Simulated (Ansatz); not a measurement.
In DFT-PBE in the program Ansatz with PAW potentials, InPt3C in the anti-perovskite structure (Pm-3m) relaxes to a = 4.251 Å. In has 12 nearest neighbours from 3.01 Å (cuboctahedral); C has 6 nearest neighbours from 2.13 Å (octahedral). Against the elements it lies at 0.25 eV/atom, with no fitted shifts.

Electronic character: metallic (no gap). Gap from PBE with spin–orbit coupling: none (metallic).

The bulk modulus is 194 GPa.

The start of the workflow was typed in or built on a structure type; neither database checked (COD, Materials Project) lists it. Its standing as an ambient phase is unchecked. Symmetry was held in the PBE relaxation; whether a distortion lowers the energy is not shown. The run is not spin-polarised. Its formation energy is positive at this level, so the cell may be metastable or incomplete. The references are the lowest solids computed at this level, not always the standard phases. Scalar-relativistic: spin–orbit coupling is off unless named, which matters more the heavier the elements.

Potentials: the later of the program's two PAW sets.
